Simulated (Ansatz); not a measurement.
NbCuN2:
```yaml
crystal:
  lattice:
    - [1.57677, 0.91035, 5.82841]
    - [-1.57677, 0.91035, 5.82841]
    - [0.00000, -1.82070, 5.82841]
  atoms:
    - { symbol: Nb, position: [0.50000, 0.50000, 0.50000] }
    - { symbol: Cu, position: [0.00000, 0.00000, 0.00000] }
    - { symbol: N, position: [0.10572, 0.10572, 0.10572] }
    - { symbol: N, position: [0.89428, 0.89428, 0.89428] }
```

Relaxed with PBE. Special points in fractions of this cell's reciprocal vectors: Γ (0.000, 0.000, 0.000); T (0.500, 0.500, 0.500); H2 (0.817, 0.183, 0.500); H0 (0.500, -0.183, 0.183); L (0.500, 0.000, 0.000); S0 (0.341, -0.341, 0.000); S2 (0.659, 0.000, 0.341); F (0.500, 0.000, 0.500).

List the band energies nearest the valence-band maximum at these points for the program Ansatz at the PBE level (PAW).

In eV from the valence-band maximum; about four levels below and three above (degenerate sets whole), none deeper than 8.9 eV; points with the same levels are listed once.

```csv
k,below,above
Γ,-1.86 -1.86 -0.98 -0.98,0.72 0.72 1.20
T,-2.00 -2.00 0.00 0.00,0.66 0.66 2.66
H2,-1.87 -1.55 -0.95 -0.67,1.00 2.51 2.72
L,-1.53 -0.98 -0.55 -0.40,0.24 2.48 2.73
S0,-1.88 -1.58 -0.89 -0.67,0.97 2.57 2.71
F,-1.85 -1.67 -1.53 -0.91,0.98 2.48 2.72
```

Space group R-3m. The start of the workflow was typed in or built on a structure type; neither database checked (COD, Materials Project) lists it. Whether it is the stable phase at ambient conditions was not checked. Symmetry was held in the PBE relaxation; its stability against distortions is not shown here. The workflow began spin-polarised and lost its moments. Spin–orbit coupling is left out wherever it is not named.

Potentials: the later of the program's two PAW sets.
